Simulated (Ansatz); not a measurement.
## Fe-57 Mössbauer parameters in Si with Fe replacing Si

Cell: a supercell of Si (diamond type, Fd-3m) built from a COD entry, with the ions relaxed around the defect (PBE).

```xyz
54
Lattice="0.0000 8.1407 8.1407 8.1407 0.0000 8.1407 8.1407 8.1407 0.0000" Properties=species:S:1:pos:R:3 pbc="T T T"
Fe    4.0740    4.0740    4.0740
Si    6.7611    6.7611    4.0511
Si    9.5237    9.5237    4.0511
Si    6.7611    4.0511    6.7611
Si    9.5018    6.7813    6.7813
Si   12.2323    9.5223    6.7612
Si    9.5237    4.0511    9.5237
Si   12.2323    6.7612    9.5223
Si   14.9325    9.4923    9.4923
Si    4.0511    6.7611    6.7611
Si    6.7813    9.5018    6.7813
Si    9.5223   12.2323    6.7612
Si    6.7813    6.7813    9.5018
Si    9.5020    9.5020    9.5020
Si   12.2122   12.2122    9.4901
Si    9.5223    6.7612   12.2323
Si   12.2122    9.4901   12.2122
Si   14.9344   12.2122   12.2122
Si    4.0511    9.5237    9.5237
Si    6.7612   12.2323    9.5223
Si    9.4923   14.9325    9.4923
Si    6.7612    9.5223   12.2323
Si    9.4901   12.2122   12.2122
Si   12.2122   14.9344   12.2122
Si    9.4923    9.4923   14.9325
Si   12.2122   12.2122   14.9344
Si   14.9321   14.9321   14.9321
Si    2.8027    2.8027    2.8027
Si    5.3435    5.3435    2.7989
Si    8.1425    8.1425    2.7250
Si    5.3435    2.7989    5.3435
Si    8.1257    5.4295    5.4295
Si   10.8538    8.1576    5.4297
Si    8.1425    2.7250    8.1425
Si   10.8538    5.4297    8.1576
Si   13.5592    8.1419    8.1419
Si    2.7989    5.3435    5.3435
Si    5.4295    8.1257    5.4295
Si    8.1576   10.8538    5.4297
Si    5.4295    5.4295    8.1257
Si    8.1417    8.1417    8.1417
Si   10.8541   10.8541    8.1260
Si    8.1576    5.4297   10.8538
Si   10.8541    8.1260   10.8541
Si   13.5713   10.8530   10.8530
Si    2.7250    8.1425    8.1425
Si    5.4297   10.8538    8.1576
Si    8.1419   13.5592    8.1419
Si    5.4297    8.1576   10.8538
Si    8.1260   10.8541   10.8541
Si   10.8530   13.5713   10.8530
Si    8.1419    8.1419   13.5592
Si   10.8530   10.8530   13.5713
Si   13.5712   13.5712   13.5712
```

Atom numbers follow the list; atoms alike are taken as one site, whose name carries the number of the first.

Method: Kohn–Sham DFT in Ansatz, PBE, plane waves and PAW, scalar-relativistic, collinear spin, 420 eV cutoff, Γ-centred 2×2×2 k-points, Fermi–Dirac smearing 0.01 eV, cell charge -2. Start moments as typed (μB): 4 on each Fe, none on the rest.

Isomer shifts (against α-Fe) follow from the electron density at the nucleus, δ = α(ρ − ρ₀), with α = -0.366 mm s⁻¹ a₀³ and ρ₀ = 14904.00 a₀⁻³ from a line fitted to 10 measured compounds at this level of theory (rms miss 0.11 mm/s). ΔE_Q = ½eQV_zz(1 + η²/3)^½ with Q = 0.160 b for the 14.4 keV state.

(1) Where do the absorption lines lie?

Answers

(1) Fe (1 atom a cell): δ = -0.28, |ΔE_Q| = 0.00 mm/s, a single line at -0.28 mm/s.

The defect repeats with the cell of 54 atoms, so it feels its images: sites between two images don't show the values beside a lone defect, and zeros or small values of η there can come from the images' arrangement. The centre was started off its lattice site, so that it could distort. A uniform background compensates the cell's charge. The defect cell has no gap above 0.1 eV on its mesh, so the values can hang on the smearing and the k-mesh. The start moments die out, and the run ends without spin. Shifts outside the range of the fitted compounds (-0.1 to 1.5 mm/s for Fe) are extrapolations.

The relaxation (5 steps) took 3.1 min of wall time (12 min of CPU time) and 4.9 GiB at its peak, on 4 threads of Intel Xeon Platinum 8259CL CPU @ 2.50GHz (Skylake/Cascade Lake) (x86_64; 16 cores open to the job, memory cap 8.0 GiB, no GPU), a shared host with a load of 0.4 a core.
